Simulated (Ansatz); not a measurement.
Sn₂PbSe₃:
Space group P-3m1 (No. 164); a = b = 4.245 Å, c = 10.392 Å, α = β = 90.00°, γ = 120.00°

```tsv
atom	site	symmetry	x	y	z
Sn	2d	3m.	0.6667	0.3333	0.3365
Pb	1a	-3m.	0.0000	0.0000	0.0000
Se	2d	3m.	0.3333	0.6667	0.1739
Se	1b	-3m.	0.0000	0.0000	0.5000
```

Relaxed at zero pressure with plane-wave PAW PBEsol (Ansatz code).

**Question.** The volume is raised by 9 % and shape and atoms relax at that volume. What pressure results, and how do the axes share the change?

**Answer.** -3.9 GPa; a 2.9 %, b 2.9 %, c 3.0 %; the energy rises by 32 meV/atom.

**Question.** Give the new structure.

**Answer.** 
Space group P-3m1 (No. 164); a = 4.367 Å, b = 4.367 Å, c = 10.703 Å, α = 90.00°, β = 90.00°, γ = 120.00°

| atom | site | symmetry | x | y | z |
|---|---|---|---|---|---|
| Sn | 2d | 3m. | 0.6667 | 0.3333 | 0.3361 |
| Pb | 1a | -3m. | 0.0000 | 0.0000 | 0.0000 |
| Se | 2d | 3m. | 0.3333 | 0.6667 | 0.1733 |
| Se | 1b | -3m. | 0.0000 | 0.0000 | 0.5000 |

The phase is kept; no other phase was compared at this pressure.

The first step of the workflow began from a Materials Project structure, measured or hypothetical; the Crystallography Open Database copy checked does not list it. With Sn and Pb taken as one species the cell has the higher symmetry Fm-3m, so it may be an ordered model of a mixed-site phase. Whether it is the stable phase at ambient conditions was not checked. Symmetry was held in the PBEsol relaxation; of distortions, only those at the zone centre were tested. Scalar-relativistic: spin–orbit coupling is off unless named, which matters more the heavier the elements.

Potentials: the later of the program's two PAW sets.
